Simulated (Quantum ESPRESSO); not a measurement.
## Band energies of LuIO

```xyz
6
Lattice="3.8436 0.0000 0.0000 0.0000 3.8436 0.0000 0.0000 0.0000 9.0845" Properties=species:S:1:pos:R:3 pbc="T T T"
O      0.0000     0.0000     4.5423
O      1.9218     1.9218     4.5423
I      1.9218     0.0000     1.5873
I      0.0000     1.9218     7.4973
Lu     0.0000     1.9218     3.4675
Lu     1.9218     0.0000     5.6170
```

PBEsol (Quantum ESPRESSO, PseudoDojo norm-conserving, 100 Ry, without SOC); path ΓXMΓZRAZ,XR,MA; energies in eV from the valence-band maximum.

```
k (1/Å)  point  band 34  band 35  band 36  band 37  band 38  band 39  band 40  band 41
-------  -----  -------  -------  -------  -------  -------  -------  -------  -------
0.00         Γ    -0.65    -0.65    -0.40    -0.16    -0.16     3.20     3.66     4.39
0.61              -2.29    -1.41    -1.07    -0.26     0.00     4.69     4.73     4.98
0.82         X    -2.18    -1.46    -1.46    -0.07    -0.07     4.81     4.81     4.94
1.23              -1.96    -1.56    -1.56    -1.10    -1.10     3.64     3.64     4.83
1.63         M    -1.74    -1.71    -1.71    -1.12    -1.12     3.16     3.16     4.49
1.83              -1.82    -1.79    -1.55    -1.16    -1.02     3.18     3.26     4.47
2.41              -1.47    -1.42    -1.36    -0.79    -0.57     4.35     4.43     5.25
2.79         Γ    -0.65    -0.65    -0.40    -0.16    -0.16     3.20     3.66     4.39
2.79         Z    -1.52    -0.48    -0.48    -0.32    -0.32     3.42     3.78     4.47
3.28              -1.88    -1.17    -0.89    -0.22    -0.17     4.62     4.74     4.80
3.61         R    -2.30    -1.19    -1.19    -0.07    -0.07     4.61     4.61     5.04
3.77              -2.24    -1.18    -1.18    -0.45    -0.45     4.68     4.68     4.94
4.26              -1.98    -1.70    -1.70    -1.07    -1.07     3.27     3.27     4.79
4.43         A    -1.86    -1.71    -1.71    -1.07    -1.07     3.17     3.17     4.61
4.71              -2.03    -1.93    -1.47    -1.16    -0.94     3.42     3.50     4.91
5.15              -1.69    -1.24    -1.18    -0.94    -0.69     4.28     4.51     5.30
5.58         Z    -1.52    -0.48    -0.48    -0.32    -0.32     3.42     3.78     4.47
5.58         X    -2.18    -1.46    -1.46    -0.07    -0.07     4.81     4.81     4.94
5.93         R    -2.30    -1.19    -1.19    -0.07    -0.07     4.61     4.61     5.04
5.93         M    -1.74    -1.71    -1.71    -1.12    -1.12     3.16     3.16     4.49
6.27         A    -1.86    -1.71    -1.71    -1.07    -1.07     3.17     3.17     4.61
```

The PBEsol gap is indirect, 3.16 eV, from 75 % of the way from Γ to X to M; the smallest direct gap is 3.36 eV. Another conduction extremum on the path lies within 0.02 eV, too close to call.

Without spin-orbit coupling, band edges of such heavy elements can be off by tenths of an eV. The 4f states are in the valence at their DFT position.

Geometry relaxed with PBE+D3(BJ).
